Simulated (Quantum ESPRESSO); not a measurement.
One change at a time to AgScW3Zr3

Calculated results; nothing here was measured. They come from Quantum ESPRESSO 7.5, a public plane-wave density functional program. Each row is one single-point run on a made-up periodic cell of eight metal atoms, with elements, volume, strain and displacements drawn at random and not relaxed, so a cell may be unstable or far from any real phase. There is no spin polarisation or spin-orbit coupling.

Settings: PBE unless stated; PseudoDojo standard norm-conserving files; Fermi-Dirac width 0.25 eV, which means electrons at about 2900 K; cutoff 1116 eV; 4 x 5 x 5 k mesh shifted half a step off Gamma. E is the free energy of the whole cell (internal energy minus TS), so a -TS column is already part of it. Stress is positive in tension, and the pressure P is minus a third of its trace.

Checks: one run of this series was repeated at a higher cutoff and on a denser mesh, which moved values by no more than 0.002 eV, 0.05 GPa and 0.005 eV/Å, and a second program with other atomic files agreed on it to 2 % rms in force and 0.5 GPa in pressure. Known limits: heavy elements are run without spin-orbit coupling, which real alloys of them have; a spin test at this wide smearing found no moment, but such smearing suppresses magnetism that the real alloy may have.

The lattice is hexagonal close-packed, and the cell vectors in Å are (0.008, 5.392, 0.007); (3.026, 0.011, 4.923); (3.072, -0.002, -4.951), a volume of 162.36 Å³ in run 1. The elements on sites 1 to 8 are Zr W Sc Zr W Zr Ag W. Each later run makes one change to run 1 and keeps the rest. E is counted from run 1, and is n/a where other atomic files have another zero of energy.

| run | change | V (Å³) | P (GPa) | -TS (eV) | rms force (eV/Å) | largest change of a force component (eV/Å) | E (eV) |
|---|---|---|---|---|---|---|---|
| 1 | none | 162.36 | -5.84 | -2.054 | 0.457 | 0.000 | 0.000 |
| 2 | sites 1 and 2 exchanged | 162.36 | -5.81 | -2.063 | 0.400 | 1.085 | -0.150 |
| 3 | all lengths scaled by +1.09 % | 167.73 | -9.21 | -2.125 | 0.437 | 0.081 | ? |
| 4 | LDA in place of PBE | 162.36 | -14.27 | -2.079 | 0.445 | 0.094 | n/a |
| 5 | Pd on site 6 | 162.36 | -12.83 | -1.969 | 0.499 | 0.693 | n/a |
| 6 | site 1 moved by +0.24 Å along x | 162.36 | -5.16 | -2.031 | 0.454 | 1.147 | 0.001 |

## Worked estimate

Along a uniform scaling dE = -P dV. The mean of the two pressures is -7.525 GPa and the volume changes by 5.37 Å³, with 160.2 GPa to one eV/Å³. The same two rows give -V dP/dV = 104 GPa for this cell with clamped atoms, which is not the bulk modulus of a real alloy.

## Withheld value

Question: what E should run 3 give?

The estimate is 0.252 eV. The calculation gave 0.253 eV.
